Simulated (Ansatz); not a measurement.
The cell is VBiO₄ (I4_1/a) from a database of computed structures; cell and atoms were relaxed with r2SCAN. Space group I4_1/a (No. 88), tetragonal; a = 5.121 Å, c = 11.622 Å in the conventional setting, 12.70 Å³ an atom. V has 4 O at 1.72 Å; Bi has 8 O at 2.43–2.47 Å; O has 1 V at 1.72 Å and 2 Bi at 2.43–2.47 Å.

```
CELL_PARAMETERS angstrom
-2.56052 2.56052 5.81111
2.56052 -2.56052 5.81111
2.56052 2.56052 -5.81111
ATOMIC_POSITIONS crystal
V 0.50000 0.50000 0.00000
V 0.25000 0.75000 0.50000
Bi 0.00000 0.00000 0.00000
Bi 0.75000 0.25000 0.50000
O 0.17233 0.56040 0.89018
O 0.31040 0.92021 0.88807
O 0.03214 0.42233 0.11193
O 0.67021 0.28214 0.10982
O 0.07979 0.96786 0.39018
O 0.71786 0.82767 0.38807
O 0.57767 0.68960 0.60982
O 0.43960 0.32979 0.61193
```

3 runs of Ansatz on this cell differ in the functional (and in the settings that go with it). Levels are in eV from each run's valence top; v1 is the last filled band, c1 the first empty one.

Run A, mean stress -2.2 GPa (compression positive):
```
point     v2     v1    c1    c2
    Γ  -1.07  -0.70  3.55  4.04
    X  -0.40  -0.40  4.03  4.03
    P  -0.40  -0.40  4.02  4.02
    N  -0.73  -0.17  3.33  3.81
```

Run B, mean stress -2.3 GPa (compression positive):
```
point     v2     v1    c1    c2
    Γ  -1.10  -0.72  4.28  4.76
    X  -0.42  -0.42  4.77  4.77
    P  -0.42  -0.42  4.76  4.76
    N  -0.76  -0.18  4.04  4.54
```

Run C, mean stress 0.0 GPa (compression positive):
```
point     v2     v1    c1    c2
    Γ  -0.80  -0.55  2.69  3.16
    X  -0.36  -0.36  3.07  3.07
    P  -0.36  -0.36  3.06  3.06
    N  -0.60  -0.17  2.45  2.89
```

Problem. Match the runs to r2SCAN, HSE06, PBE0.

Solution. A is HSE06, B is PBE0, C is r2SCAN. In order of the gap: r2SCAN 2.42, HSE06 3.29, PBE0 4.00 eV. The stress vanishes for r2SCAN, which relaxed the cell.

No spin polarisation and no zero-point or thermal motion.

Spin-orbit coupling is left out; in compounds of Pb, Bi, Tl or Hg it can lower a gap by up to about 1 eV, split its edges or invert the bands.

The stress of a hybrid is loosely converged in these runs.
